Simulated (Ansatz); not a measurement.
**An elastic constant from a strain scan in ScAl$_{3}$**

Theory: DFT PBEsol, scalar-relativistic, plane waves, PAW (Ansatz). Settings: plane waves to 420 eV, k-mesh 16×16×16 (Γ-centred), Gaussian smearing 0.15 eV. No spin polarisation. Energies are free energies at this smearing, counted from the undisturbed cell; pressure is positive in compression.

Reference structure (relaxed at this level; it needn't be the usual structure):

```xyz
4
Lattice="-1.9957 1.9957 4.3698 1.9957 -1.9957 4.3698 1.9957 1.9957 -4.3698" Properties=species:S:1:pos:R:3 pbc="T T T"
Sc    0.0000    0.0000    0.0000
Al    0.0000    1.9957    2.1849
Al    1.9957    0.0000    2.1849
Al    0.0000    0.0000    4.3698
```

The cell is strained by ε times the Voigt pattern (1, 1, 0, 0, 0, 0) (xx, yy, zz, yz, xz, xy; engineering shear) with fractional coordinates fixed. The cell holds 4 atoms in V0 = 69.62 Å³. The stress column is τ = (1/V0) dE/dε, got from the stress tensor σ (compression positive) at each point as −det(1 + εP) σ : P(1 + εP)⁻¹, with P the pattern as a tensor.

```csv
ε,ΔE (meV/atom),τ (GPa)
-0.0400,43.695,-21.266
-0.0300,23.871,-15.305
-0.0200,10.283,-9.781
-0.0100,2.470,-4.668
0.0000,0.000,0.058
0.0100,2.461,4.416
0.0200,9.468,8.426
0.0300,20.648,12.107
0.0350,27.695,13.830
0.0400,?,?
```

Task: Which combination of elastic constants does this scan measure, and how large is it?

Result: For small ε, τ = τ0 + Kε with K = pᵀCp, which for this pattern is C11 + C22 + 2 C12 in the Cartesian frame shown. The parabola through τ at ε = -0.0100, 0 and 0.0100 has slope K = 454 GPa at zero. The energies per cell, E = NΔE, of the same two points give K = 2[E(ε₊)/ε₊ − E(ε₋)/ε₋]/[(ε₊ − ε₋)V0] = 454 GPa, in agreement.

Task: Predict the withheld row at ε = 0.0400 from the harmonic law, and compare.

Result: ΔE = V0(τ0 ε + Kε²/2)/N = 39.726 meV/atom and τ = 18.23 GPa. The calculation gives 35.658 meV/atom and 15.48 GPa: the energy lies 10 % below the harmonic value, as bonds soften when stretched.

In a metal these slopes depend on the k mesh and the smearing.

Cost: 10 runs of about 3.8 core-minutes in all, on Intel Xeon Platinum 8259CL (Skylake/Cascade Lake) (shared hosts).